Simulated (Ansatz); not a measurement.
In HSE06 (plane waves, PAW; program Ansatz), ZnInGaO4 in the trigonal phase (R3m; Pearson symbol hR7) relaxes to a = 3.311 Å, c = 25.783 Å. In has 6 nearest neighbours from 2.18 Å (octahedral); Ga has 5 nearest neighbours from 1.91 Å (trigonal bipyramidal).

The Kohn–Sham gap is 3.03 eV (smallest direct gap 3.03 eV). The valence maximum lies at T and the conduction minimum at Γ. Gap from HSE06 with spin–orbit coupling: 3.02 eV (at the special points and the edges found without it).

The bulk modulus is 180 GPa. Bader charges are Zn +1.33, In +1.97, Ga +1.99, O -1.35 to -1.31 e.

Symmetry was held in the HSE06 relaxation. The hybrid was solved on a coarse mesh, the path and, where they were found, the r²SCAN edge points; its band edges are the extreme levels among these. Spin–orbit coupling is left out wherever it is not named.

Potentials: the later of the program's two PAW sets.
